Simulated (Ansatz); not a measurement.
Theory: DFT, PBEsol, plane waves (420 eV) with PAW, scalar-relativistic in Ansatz 0.2.0. (PAW data from PBE, frozen cores regenerated.)

An element in the simple cubic structure gives this curve. The cell is scaled uniformly from the relaxed one, with fractional coordinates and shape fixed. Energies are extrapolated to zero smearing, pressures are those at the given smearing. Magnetic state: spin not included.

```
V (Å³/atom)  E − E₀ (meV/atom)  P (GPa)
     17.339               66.6    10.27
     18.128               27.1     6.11
     18.916                6.0     2.73
     19.704                0.0     0.00
     20.492                6.0    -2.20
     21.280               21.8    -3.97
     22.068               45.3    -5.38
```

Question: Which element is it?
A. platinum
B. aluminium
C. tungsten
D. titanium

Answer: B. Its fit is V₀ = 19.68 Å³/atom, B₀ = 61 GPa, B₀′ = 4.4.
